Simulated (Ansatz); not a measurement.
BN:
```yaml
crystal:
  lattice:
    - [2.48824, 0.00000, 0.00000]
    - [-1.24412, 2.15488, 0.00000]
    - [0.00000, 0.00000, 13.64321]
  atoms:
    - { symbol: B, position: [0.33333, 0.66667, 0.11876] }
    - { symbol: B, position: [0.66667, 0.33333, 0.61876] }
    - { symbol: B, position: [0.66667, 0.33333, 0.88124] }
    - { symbol: B, position: [0.33333, 0.66667, 0.38124] }
    - { symbol: N, position: [0.33333, 0.66667, 0.61885] }
    - { symbol: N, position: [0.66667, 0.33333, 0.11885] }
    - { symbol: N, position: [0.66667, 0.33333, 0.38115] }
    - { symbol: N, position: [0.33333, 0.66667, 0.88115] }
```

Tensor components refer to the Cartesian frame of this cell.

Problem. Give the high-frequency dielectric tensor and the Born effective charge tensors of the independent atoms from DFPT, the program Ansatz at the LDA level (PAW).

Solution. 
ε∞:
```
4.74  0.00  0.00
0.00  4.74  0.00
0.00  0.00  2.56
```
Z* of atom 1 (B), rows: field, columns: displacement, in e:
```
2.70  0.00  0.00
0.00  2.70  0.00
0.00  0.00  0.68
```
Z* of atom 5 (N), rows: field, columns: displacement, in e:
```
-2.70   0.00   0.00
 0.00  -2.70   0.00
 0.00   0.00  -0.68
```

Space group P6_3/mmc. A made-up cell: these elements were put on the sites of a structure type. Its sites differ from those of the usual phase in this space group: another stacking or structure type. The cell was relaxed with LDA under the symmetry of its start; phonons show weakly imaginary modes. The volume moved by 53 % from the start of the relaxation. A crystal of weakly bound layers computed without a dispersion correction: the cell and the soft elastic constants depend strongly on that.

Potentials: the later of the program's two PAW sets.
